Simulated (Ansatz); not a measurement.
All numbers below come from DFT PBE, scalar-relativistic, plane waves, PAW in Ansatz 0.2.0. All cells share a 420 eV cutoff and Γ-centred k meshes spaced at most about 0.3 Å⁻¹ (about 0.25 or finer for metals, 2π included). No spin polarisation in the final relaxations.

All energies are static (0 K, no zero-point motion). All come from trial cells, and lower structures may exist. These are two-dimensional sheets: the third axis spans vacuum and isn't periodic.

Task: Order these relaxed structures of Li by energy, lowest first, with the energy over the lowest of them.
A.

```cif
data_structure
_symmetry_space_group_name_H-M 'P 1'
_symmetry_Int_Tables_number 1
_cell_length_a 3.7144
_cell_length_b 3.7144
_cell_length_c 33.1442
_cell_angle_alpha 90.000
_cell_angle_beta 90.000
_cell_angle_gamma 90.000
_cell_volume 457.29
loop_
_atom_site_label
_atom_site_type_symbol
_atom_site_fract_x
_atom_site_fract_y
_atom_site_fract_z
_atom_site_occupancy
Li1 Li 0.00000 0.00000 0.32559 1
Li2 Li 0.00000 0.00000 0.18732 1
Li3 Li 0.00000 0.50000 0.25645 1
Li4 Li 0.50000 0.00000 0.25645 1
```

B.

```cif
data_structure
_symmetry_space_group_name_H-M 'P 1'
_symmetry_Int_Tables_number 1
_cell_length_a 2.8926
_cell_length_b 2.8926
_cell_length_c 23.8000
_cell_angle_alpha 90.000
_cell_angle_beta 90.000
_cell_angle_gamma 90.000
_cell_volume 199.13
loop_
_atom_site_label
_atom_site_type_symbol
_atom_site_fract_x
_atom_site_fract_y
_atom_site_fract_z
_atom_site_occupancy
Li1 Li 0.00000 0.00000 0.29412 1
```

Result: A (0 meV/atom), B (250 meV/atom). Forms: A p4/mmm; B p4/mmm. Counting all near atoms (those within 1.25 times the shortest distance at each site; a plus sign parts nearer from farther groups; a slash parts the counts of unlike sites): A has Li 4/4+4; B has Li 4.

Cells relaxed within their symmetry can be saddle points. Some candidate types were left out of the draw beforehand, so a known form may be missing.
